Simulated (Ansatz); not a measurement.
GaN — ⁷¹Ga NMR of the central transition

Cell: a structure deposited in the COD whose atoms were relaxed with PBE, the cell held.

```yaml
crystal:
  lattice:
    - [3.18000, 0.00000, 0.00000]
    - [-1.59000, 2.75396, 0.00000]
    - [0.00000, 0.00000, 5.16600]
  atoms:
    - { symbol: Ga, position: [0.33333, 0.66667, 0.99897] }
    - { symbol: Ga, position: [0.66667, 0.33333, 0.49897] }
    - { symbol: N, position: [0.33333, 0.66667, 0.37603] }
    - { symbol: N, position: [0.66667, 0.33333, 0.87603] }
```

Atom numbers follow the list; atoms alike are taken as one site, whose name carries the number of the first.

All values are calculated (Ansatz; DFT, PBE, plane waves and PAW, scalar-relativistic, 420 eV cutoff, Γ-centred 10×10×6 k-points, Fermi–Dirac smearing 0.02 eV), not measured.

⁷¹Ga has I = 3/2 and Q = 107.0 mb (Pyykkö 2018); at 18.8 T its Larmor frequency is ν₀ = 244.8 MHz. Only the quadrupole interaction is simulated: positions count from each site's isotropic chemical shift, and J coupling is left out, as are shift anisotropy and dipolar coupling, which fast spinning averages.

**Question.** What does the ⁷¹Ga spectrum (fast magic-angle spinning) show for each site?

**Answer.** 

```
site         first shell  C_Q (MHz)     η  P_Q (MHz)  δ_QIS (ppm)  breadth (kHz)
  Ga  4 N at 1.94–1.95 Å       1.08  0.00       1.08       -0.484          0.254
```

δ_QIS = −(ν_Q²/30ν₀²)[I(I+1) − 3/4](1 + η²/3) × 10⁶ ppm with ν_Q = 3|C_Q|/[2I(2I−1)]; it falls as 1/B₀² in ppm, and the breadth as 1/B₀ in kHz.

An axis of threefold or higher order runs through Ga, so V_zz lies along it and η is zero.

At this cell the PBE pressure is 7 GPa, so with PBE the cell would grow if it were relaxed.
